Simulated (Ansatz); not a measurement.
**Al3GaN4: enthalpy under pressure, worked through**

Theory: Ansatz, DFT PBEsol, scalar-relativistic, plane waves, PAW. Run with 420 eV cutoff, 6×8×4 k-mesh, Gaussian smearing of 0.02 eV, no spin polarisation.

The relaxed crystal:

```
Al Ga N
1.0
     5.04341    0.00000    0.00011
     0.00000    3.13007    0.00000
    -0.00324    0.00000    5.41799
Al Ga N
3 1 4
Direct
  0.50023 0.50000 0.16733
  0.00092 0.50000 0.83481
  0.00109 0.00000 0.33169
  0.49942 0.00000 0.66620
  0.11117 0.00000 0.66633
  0.12245 0.50000 0.16716
  0.62512 0.50000 0.84019
  0.62319 0.00000 0.32629
```

Cell and atoms were relaxed at each target pressure within the start's symmetry (Pm), at zero temperature; other phases can be more stable under pressure. H = E + PV with P the target; E is the free energy at the smearing used, whose derivative the pressure is, per atom and counted from zero pressure.

| P (GPa) | V (Å³/atom) | E − E0 (meV) | H − H0 (meV) |
| --- | --- | --- | --- |
| 0 | 10.691 | 0.0 | 0.0 |
| 2 | 10.584 | 0.7 | 132.8 |
| 5 | 10.437 | 4.0 | 329.7 |
| 10 | 10.211 | 14.5 | 651.8 |
| 20 | 9.818 | 50.9 | 1276.5 |

Q: Thermodynamics gives dH/dP = V along a relaxed path. Integrate V over P by the trapezoid rule and compare with the computed enthalpies.

A: With 1 eV/Å³ = 160.22 GPa, each step adds the mean volume times ΔP / 160.22:
| P (GPa) | ∫V dP (meV) | H − H0 (meV) | difference (meV) |
| --- | --- | --- | --- |
| 2 | 132.8 | 132.8 | 0.0 |
| 5 | 329.6 | 329.7 | -0.1 |
| 10 | 651.8 | 651.8 | 0.0 |
| 20 | 1276.8 | 1276.5 | 0.3 |

V(P) curves upward, so the trapezoid rule runs high; integrating a smooth curve through the same points (P as a polynomial of degree 4 in ln V) puts that excess at about 0.6 meV at 20 GPa, against the 0.3 meV found.

Q: At 20 GPa, how much of the enthalpy change is stored energy and how much is the PV term?

A: E rises by 51 meV/atom and PV is 20 × 9.818 / 160.22 = 1226 meV/atom, so PV makes 96 % of ΔH. So between rival structures at high pressure a small difference in volume can outweigh the difference in energy: 1 % of this volume is worth 12.3 meV/atom at this pressure.

Q: What bulk modulus do the lowest pressures give, and how is the compression shared among the axes?

A: From the pressures that the runs reached, -2.04 GPa (10.805 Å³) and 2.06 GPa (10.584 Å³), B = −ΔP/Δln V = 4.10 / 0.0207 = 198 GPa, a mean over that range. The linear compressibilities −Δln(length)/ΔP are 1.80 along a, 1.62 along b, 1.64 along c (in TPa⁻¹). With fixed angles they add up to 1/B: 5.05 against 5.05. Softest: a, at 36 % of the volume change per axis.

Q: The gap is 3.393 eV at -2.04 GPa and 3.556 eV at 2.06 GPa. What pressure coefficient and volume deformation potential follow?

A: dE_g/dP = 39.6 meV/GPa, and a_V = dE_g/d ln V = −B dE_g/dP = -7.85 eV. A gap that opens under pressure, with a_V of several eV below zero, is what an s-like antibonding conduction edge gives, since compression pushes it up. If the edges move to other points of the zone within the range, this is a mean of two slopes. Gaps are Kohn–Sham gaps over the whole zone.